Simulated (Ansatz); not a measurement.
PbTe (rock salt), conventional cell a = 6.5347 Å, b = 6.5347 Å, c = 6.5347 Å, α = 90.00°, β = 90.00°, γ = 90.00°. The calculation uses the primitive cell of 2 atoms, to which meshes and values per cell refer.

Two coordinates are scanned: the volume, and the ratio of the stretch along z (the conventional c axis) to the stretch across it. Atoms keep their fractional coordinates.

Calculation: r2SCAN (plane waves to 500 eV, PAW, scalar-relativistic; Ansatz, a first-principles code). k mesh 9×9×9 (Γ-centred), Fermi-Dirac smearing 0.05 eV. The energy includes the smearing's −TS. PbTe was relaxed with its symmetry unable to fall. Spin-orbit coupling is left out, though Pb and Te are heavy. ΔE is measured from the relaxed starting cell.

Q: Predict the ΔE (meV/atom) at all points of the grid V/V₀ = 0.960, 0.980, 1.000, 1.020, 1.040 by (c/a)/(c/a)₀ = 0.920, 0.960, 1.000, 1.040, 1.080.

A: ΔE (meV/atom), with V/V₀ across and (c/a)/(c/a)₀ down:

```tsv
(c/a)/(c/a)₀ \ V/V₀	0.960	0.980	1.000	1.020	1.040
0.920	77.6	67.1	60.9	58.6	59.8
0.960	23.7	16.7	13.8	14.6	18.8
1.000	7.9	1.9	0.0	1.8	6.9
1.040	21.1	14.2	11.5	12.4	16.7
1.080	56.7	47.2	42.1	40.8	42.9
```

(Under strain, the slope of the energy per volume gives the stress and its curvature an elastic modulus.)
